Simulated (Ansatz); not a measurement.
Trial structures of Al3InAs4: starts and ends

Computed with DFT PBE, scalar-relativistic, plane waves, PAW (Ansatz). All cells share a 420 eV cutoff and Γ-centred k meshes spaced at most about 0.3 Å⁻¹ (2π included). No spin polarisation in the final relaxations.

Each guess was relaxed in cell and atoms at zero pressure, within the symmetry of its start. All energies are static (0 K, no zero-point motion). Coordination counts As atoms around Al and In (those within 1.25 times the shortest such distance or 1.15 times the sum of covalent radii). For orderings, «n of Z unlike» gives the unlike atoms among the Z nearest shared sites at the start, averaged over those sites.

| guess | made from | start group | V start (Å³/atom) | end group | V end (Å³/atom) | coordination at the end | gap on mesh (eV) | E over the lowest end (meV/atom) |
| --- | --- | --- | --- | --- | --- | --- | --- | --- |
| 1 | Al/In on zinc blende sites, 6.0 of 12 unlike | P-43m | 21.0 | ? | ? | ? | ? | ? |
| 2 | Al/In on zinc blende sites, 5.0 of 12 unlike | Pmm2 | 21.0 | Pmm2 | 24.8 | Al 4, In 4 | 1.03 | 4 |
| 3 | Al/In on zinc blende sites, 4.0 of 12 unlike | P-4m2 | 21.0 | P-4m2 | 24.9 | Al 4, In 4 | 1.03 | 7 |
| 4 | Al/In on zinc blende sites, 6.0 of 12 unlike | I-42m | 21.0 | I-42m | 24.8 | Al 4, In 4 | 1.15 | 0 |

Guess 1 as it starts:

```cif
data_structure
_symmetry_space_group_name_H-M 'P 1'
_symmetry_Int_Tables_number 1
_cell_length_a 5.5162
_cell_length_b 5.5162
_cell_length_c 5.5162
_cell_angle_alpha 90.000
_cell_angle_beta 90.000
_cell_angle_gamma 90.000
_cell_volume 167.85
loop_
_atom_site_label
_atom_site_type_symbol
_atom_site_fract_x
_atom_site_fract_y
_atom_site_fract_z
_atom_site_occupancy
Al1 Al 0.50000 0.00000 0.00000 1
Al2 Al 0.00000 0.00000 0.50000 1
Al3 Al 0.00000 0.50000 0.00000 1
In1 In 0.50000 0.50000 0.50000 1
As1 As 0.75000 0.25000 0.75000 1
As2 As 0.75000 0.75000 0.25000 1
As3 As 0.25000 0.25000 0.25000 1
As4 As 0.25000 0.75000 0.75000 1
```

Problem. Predict the end of this guess and its energy over the lowest end.

Solution. It ends in Al and In ordered on zinc blende sites, space group P-43m (No. 215), with a = 5.835 Å, 24.8 Å³/atom and a gap of 1.16 eV; its coordination is Al 4, In 4. It lies 6 meV/atom over the lowest end, within the noise of guess 2 and within the noise of guess 3. Counting As atoms around Al and In, this end and the lowest (guess 4) both have Al 4, In 4.

```cif
data_structure
_symmetry_space_group_name_H-M 'P-43m'
_symmetry_Int_Tables_number 215
_cell_length_a 5.8355
_cell_length_b 5.8355
_cell_length_c 5.8355
_cell_angle_alpha 90.000
_cell_angle_beta 90.000
_cell_angle_gamma 90.000
_cell_volume 198.72
loop_
_atom_site_label
_atom_site_type_symbol
_atom_site_symmetry_multiplicity
_atom_site_Wyckoff_symbol
_atom_site_fract_x
_atom_site_fract_y
_atom_site_fract_z
_atom_site_occupancy
Al1 Al 3 d 0.50000 0.00000 0.00000 1
In1 In 1 b 0.50000 0.50000 0.50000 1
As1 As 4 e 0.76063 0.23937 0.76063 1
```

Formation energies are uncorrected and refer to the elements' standard structures at the same level.

Problem. Is the lowest end bound against the elements?

Solution. Yes: its formation energy is −0.421 eV/atom. A negative formation energy is needed for stability but isn't enough: competing phases decide.

Kohn–Sham gaps at this level usually fall short of measured ones. The reference form of As is held partly by dispersion forces, which this level lacks. Cells relaxed within their symmetry can be saddle points. A lower structure may well exist outside this small set. Some types were kept out of the candidates beforehand, so the set may lack a known form.
